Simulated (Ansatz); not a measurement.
A relaxed structure of K is spoiled in several ways and relaxed again each time (noise and exchanges are one random draw each; squeezed and stretched starts keep its symmetry, which their runs cannot lower; pressure is positive under compression). Method: r2SCAN (plane waves to 500 eV, PAW, scalar-relativistic; Ansatz, a program for electronic structure).

```cif
data_K2
_chemical_formula_sum 'K2'
_space_group_name_H-M_alt 'Im-3m'
_space_group_IT_number 229
_space_group_name_Hall '-I 4 2 3'
_cell_length_a 5.34423
_cell_length_b 5.34423
_cell_length_c 5.34423
_cell_angle_alpha 90.000
_cell_angle_beta 90.000
_cell_angle_gamma 90.000
loop_
_atom_site_label
_atom_site_type_symbol
_atom_site_symmetry_multiplicity
_atom_site_Wyckoff_symbol
_atom_site_fract_x
_atom_site_fract_y
_atom_site_fract_z
_atom_site_occupancy
K1 K 2 a 0.00000 0.00000 0.00000 1
```
(The calculation used a cell of 1 atom; values per cell refer to that cell.)

```csv
change,first pressure (GPa),largest first force (eV/Å),released (eV/atom),moves,outcome,final group,E − E(parent) (eV/atom)
stretched uniformly to 115 % of its volume,(withheld),0.00,(withheld),4,(withheld),(withheld),(withheld)
stretched uniformly to 150 % of its volume,-0.7,0.00,0.11,5,(withheld),(withheld),(withheld)
"doubled along one cell vector, shaken by Gaussian noise of σ = 0.08 Å a coordinate",0.0,0.04,0.00,7,"same energy, other cell",C2/m (nearly I4/mmm),0.00
```

**Question.** What belongs in the gaps?

**Answer.** 
- stretched uniformly to 115 % of its volume, first pressure (GPa): -0.4
- stretched uniformly to 115 % of its volume, released (eV/atom): 0.01
- stretched uniformly to 115 % of its volume, outcome: returns to the parent
- stretched uniformly to 115 % of its volume, final group: Im-3m
- stretched uniformly to 115 % of its volume, E − E(parent) (eV/atom): 0.00
- stretched uniformly to 150 % of its volume, outcome: returns to the parent
- stretched uniformly to 150 % of its volume, final group: Im-3m
- stretched uniformly to 150 % of its volume, E − E(parent) (eV/atom): 0.00

First-step values come from each run's starting, coarser k-mesh (8×8×8, 9×5×9). The runs use different k-meshes, so differences are rounded accordingly. No spin polarisation in the result.
